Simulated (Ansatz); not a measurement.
**Calculated ¹⁴N nuclear quadrupole resonance for Ca2HN**

Cell: an entry of the Crystallography Open Database (COD), its atoms then relaxed with PBE in this cell.

Space group Fd-3m:1 (No. 227); a = 10.1300 Å.

| site | Wyckoff | site symmetry | x | y | z |
| --- | --- | --- | --- | --- | --- |
| Ca | 32e | .3m | 0.8872 | 0.8872 | 0.3872 |
| H | 16c | .-3m | 0.6250 | 0.6250 | 0.1250 |
| N | 16d | .-3m | 0.1250 | 0.1250 | 0.6250 |

One atom of each set is listed; the run and its k-mesh use a cell of 16 atoms with edges of 7.16, 7.16, 7.16 Å.

Computed with Ansatz: DFT, PBE, plane waves and PAW, scalar-relativistic, 420 eV cutoff, Γ-centred 5×5×5 k-points, Fermi–Dirac smearing 0.05 eV.

¹⁴N: I = 1, Q = 20.44 mb (year-2017 value). Static lattice, zero field.

Problem. The simulated lines lie at 0.350 MHz. What are |C_Q|, η and |V_zz| at N?

Solution. For I = 1 the lines are ν± = (3/4)|C_Q|(1 ± η/3) and ν₀ = |C_Q|η/2. Here |C_Q| = 0.467 MHz, η = 0.00 and |V_zz| = 0.94 × 10²¹ V/m². The calculation gives V_zz negative; the lines don't show the sign. The site has 6 Ca at 2.42 Å.

An axis of threefold or higher order runs through N, so V_zz lies along it and η is zero.

The relaxation (4 steps) took 35 s of wall time (35 s of CPU time) and 0.62 GiB at its peak, on 1 thread of Intel Xeon Platinum 8375C CPU @ 2.90GHz (Ice Lake) (x86_64; 2 cores open to the job, memory cap 2.5 GiB, no GPU), a shared host with a load of 0.6 a core.
